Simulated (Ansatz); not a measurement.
# LiH₄S₂ in Ansatz, relaxation

The command:

```bash
ansatz run input.yaml --threads 2 --pin off --max-ram 2560MiB --backend cpu --events-out ev --progress --plain --runs-dir out
```

The input file (Ansatz 0.2.0, plane waves):

```yaml
crystal:
  lattice:
    - [0.0, 5.617269, 0.0]
    - [5.617269, 0.0, 0.0]
    - [2.808634, 2.808634, -5.621391]
  atoms:
    - { symbol: Li, position: [0.0, 0.0, 0.0] }
    - { symbol: Li, position: [0.75, 0.25, 0.5] }
    - { symbol: S, position: [0.24, 0.24, 0.52] }
    - { symbol: S, position: [0.99, 0.49, 0.02] }
    - { symbol: S, position: [0.51, 0.01, 0.98] }
    - { symbol: S, position: [0.76, 0.76, 0.48] }
    - { symbol: H, position: [0.86, 0.7, 0.6] }
    - { symbol: H, position: [0.45, 0.79, 0.1] }
    - { symbol: H, position: [0.54, 0.7, 0.6] }
    - { symbol: H, position: [0.45, 0.11, 0.1] }
    - { symbol: H, position: [0.89, 0.55, 0.9] }
    - { symbol: H, position: [0.3, 0.14, 0.4] }
    - { symbol: H, position: [0.21, 0.55, 0.9] }
    - { symbol: H, position: [0.3, 0.46, 0.4] }
  symmetry: { tolerance: 0.0003 }
kpoints:
  mp_grid: { grid: [5, 5, 5], shift: [0, 0, 0] }
magnetization:
  spin_polarized: false
scf:
  occupations: { method: fermi_dirac, width: 0.0107 }
  lower_state_search: "off"
hamiltonian:
  pseudopotentials: { kind: paw }
  xc: lda
basis:
  ecutwfc: 420
  fft_grid_basis: typed
relax:
  max_steps: 40
  f_tol: 0.03
output:
  forces: true
  stress: true
  eigenvalues: true
  bader: true
  populations: true
  elf: true
  write_potential: true
  volumetric_format: npy
  dos:
    e_range: [-12, 8]
    de: 0.05
    projected: { site_lists: { H: [H], Li: [Li], S: [S] } }
checkpoint:
  read: saved_state
```

Origin of the cell: a known structure type with other elements, at an estimated volume, so it need not be a known compound.

The saved state is a converged single point of the same cell.

Steps:

| step | ΔF (meV/atom) | max force component (eV/Å) | SCF iterations | step was |
| --- | --- | --- | --- | --- |
| 1 | 0.0 | 14.511 | 5 | accepted |
| 2 | -521.8 | 6.265 | 6 | accepted |
| 3 | -717.9 | 2.199 | 5 | accepted |
| 4 | -755.6 | 0.533 | 5 | accepted |
| 5 | -758.2 | 0.164 | 5 | accepted |
| 6 | -758.7 | 0.015 | 6 | accepted |
| 7 | -758.7 | 0.015 | 2 | accepted |

The starting structure.

Space group I4_1/amd (No. 141); the run's cell has a = 5.617 Å, b = 5.617 Å, c = 6.883 Å, α = 65.92°, β = 65.92°, γ = 90.00°. Shortest distances: H–S 1.12 Å, H–H 1.80 Å, Li–S 2.70 Å, H–Li 3.00 Å.

The relaxed structure.

Space group I4_1/amd (No. 141); the run's cell has a = 5.617 Å, b = 5.617 Å, c = 6.883 Å, α = 65.92°, β = 65.92°, γ = 90.00°. Shortest distances: H–S 1.44 Å, H–H 1.48 Å, Li–S 2.56 Å, H–Li 3.08 Å.

```yaml
crystal:
  lattice:
    - [0.00000, 5.61727, 0.00000]
    - [5.61727, 0.00000, 0.00000]
    - [2.80863, 2.80863, -5.62139]
  atoms:
    - { symbol: Li, position: [0.00000, 0.00000, 0.00000] }
    - { symbol: Li, position: [0.75000, 0.25000, 0.50000] }
    - { symbol: S, position: [0.22740, 0.22740, 0.54519] }
    - { symbol: S, position: [0.97740, 0.47740, 0.04519] }
    - { symbol: S, position: [0.52260, 0.02260, 0.95481] }
    - { symbol: S, position: [0.77260, 0.77260, 0.45481] }
    - { symbol: H, position: [0.85738, 0.68008, 0.63984] }
    - { symbol: H, position: [0.43008, 0.75278, 0.13984] }
    - { symbol: H, position: [0.50278, 0.68008, 0.63984] }
    - { symbol: H, position: [0.43008, 0.10738, 0.13984] }
    - { symbol: H, position: [0.89262, 0.56992, 0.86016] }
    - { symbol: H, position: [0.31992, 0.14262, 0.36016] }
    - { symbol: H, position: [0.24722, 0.56992, 0.86016] }
    - { symbol: H, position: [0.31992, 0.49722, 0.36016] }
```

| Quantity | Value |
| --- | --- |
| Free energy lowered by | 758.7 meV/atom |
| Final pressure | -1.74 GPa |
| Relaxation steps listed | 7 |

Caveats: the SCF threshold is looser than advised for a stress; the given cell is far from equilibrium, with atoms too close or a volume far off; the relaxation held the start's symmetry, so the end may be a saddle point.

Time: 160 s of wall time on 2 CPU thread(s) of a shared host, from a saved density.
